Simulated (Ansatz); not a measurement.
Relaxed ZnSe (zinc blende):

```xyz
4
Lattice="0.0000 5.6655 5.6655 2.8327 0.0000 2.8327 2.8327 2.8327 0.0000" Properties=species:S:1:pos:R:3 pbc="T T T"
Se     4.2491     4.2491     4.2491
Se     4.2491     7.0818     7.0818
Zn     0.0000     0.0000     0.0000
Zn     0.0000     2.8327     2.8327
```

Calculation: r2SCAN (plane waves to 500 eV, PAW, scalar-relativistic; Ansatz, an electronic-structure program). k mesh 4×8×8 (Γ-centred), Fermi-Dirac smearing 0.05 eV. ZnSe was relaxed with its symmetry unable to fall.

One atom of the cell was then moved (with its periodic images), all else fixed, and the forces (eV/Å) came out as:

```
atom      Fx      Fy      Fz
----  ------  ------  ------
Se1   -0.269   0.147   0.147
Se2    1.261  -0.144  -0.144
Zn3   -0.790  -0.161  -0.161
Zn4   -0.202   0.159   0.159
```

Q: Which atom was moved, and by which vector (Å)?

A: Se2, by (-0.18, 0.00, 0.00), 0.18 Å in all.

(A displaced cell: forces are minus the slopes of the energy, force constants its curvatures, and phonons follow from these.)
